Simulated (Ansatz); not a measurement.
Values for one crystal, relaxed and computed with the program Ansatz at the PBE level (PAW); other levels are named.

| Item | Value |
|---|---|
| Volume per atom | 15.17 Å³ |
| Electronic character | metallic (no gap) |
| Density of states at the Fermi level | 0.37 states/eV per atom (mean over ±0.08 eV) |
| Formation energy from the elements (no fitted shifts) | -713 meV/atom |

Pick the material that matches.
A) GaCo, CsCl type
B) AlPd, Cmcm (Al on 4c, Pd on 4c)
C) AgW, Pmma (W on 2e, Ag on 2f)
D) Nb3Sn, Fm-3m (Sn on 4a, Nb on 4b, Nb on 8c)

B, AlPd, Cmcm (Al on 4c, Pd on 4c)

The start of the workflow was typed in or built on a structure type; neither database checked (COD, Materials Project) lists it. Whether it is the stable phase at ambient conditions was not checked. Symmetry was held in the PBE relaxation; whether a distortion lowers the energy is not shown. No spin polarisation was allowed. The references are the lowest solids computed at this level, not always the standard phases. Scalar-relativistic: spin–orbit coupling is off unless named, which matters more the heavier the elements.

Potentials: the earlier of the program's two PAW sets.
